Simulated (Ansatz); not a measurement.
BAs in space group P-6m2 (No. 187; B on 1a, As on 1f), DFT-PBE in the program Ansatz with PAW potentials, all energies at zero smearing, with the estimated change up to a 700 eV cutoff added, with one set of potentials and settings (totals compare only within such a set). Cell of 2 atoms (1 B, 1 As): -5009.877 eV.

```tsv
element	reference phase	E (eV/atom)
B	R-3m, 12 atoms in the cell	-155.9161
As	R-3m, 2 atoms in the cell	-4856.1377
```

Formation energy per atom, worked out: (-5009.877 − 1×(-155.9161) − 1×(-4856.1377))/2 = 1.088 eV/atom (105 kJ per mol of atoms), at 0 K, without zero-point energy or fitted corrections.

A made-up cell: these elements were put on the sites of a structure type; neither database checked (COD, Materials Project) lists it. It is not the phase usual at ambient conditions (space group No. 216). Symmetry was held in the PBE relaxation; its stability against distortions is not shown here. The references are the lowest solids computed at this level, not always the standard phases.

Potentials: the later of the program's two PAW sets.
